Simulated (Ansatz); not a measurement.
Task: MgB$_{2}$ in space group P6/mmm (No. 191; Mg on 1a, B on 2d) is relaxed with DFT-PBEsol in the program Ansatz with PAW potentials. What lattice parameters of the conventional cell result?

Result: a = 3.060 Å, c = 3.509 Å.

Task: Is it a metal or does it have a gap at this level?

Result: No gap at this level.

The cell was relaxed with PBEsol under the symmetry of its start; of distortions, only those at the zone centre were tested.

Potentials: the later of the program's two PAW sets.
